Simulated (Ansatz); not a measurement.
In LDA (plane waves, PAW; program Ansatz), SiO2 in the trigonal phase (P3_121; O on 6c, Si on 3a) relaxes to a = 4.867 Å, c = 5.366 Å. O has 2 nearest neighbours from 1.61 Å (bent); Si has 4 nearest neighbours from 1.61 Å (tetrahedral). Against the elements it lies at -2.93 eV/atom, with no fitted shifts.

The Kohn–Sham gap is 5.83 eV (indirect). The valence maximum lies at K and the conduction minimum at Γ. Electrons at the band edge weigh 0.50 mₑ (isotropic). The hole mass is 1.4, 7.7, 7.7 mₑ (principal values).

An equation-of-state fit gives a bulk modulus of 34.3 GPa. The relaxed-ion elastic constants in GPa are C11 = 75.3, C12 = 11.3, C13 = 10.3, C14 = -17.1, C33 = 99.9, C44 = 53.4. The elastic constants imply a Debye temperature near 530 K. Perturbation theory gives ε∞ = 2.52 (xx = yy), 2.56 (zz). Letting the ions move raises it to ε0 = 4.68 (xx = yy), 4.89 (zz). Born charges are O -1.68, Si +3.36 e. The phonon dispersion is stable (no imaginary branch). Without the LO–TO term the highest mode at Γ lies at 1147 cm⁻¹.

The cell was relaxed with LDA under the symmetry of its start. The references are the lowest solids computed at this level, not always the standard phases (solids in place of the gases).

Potentials: the later of the program's two PAW sets.
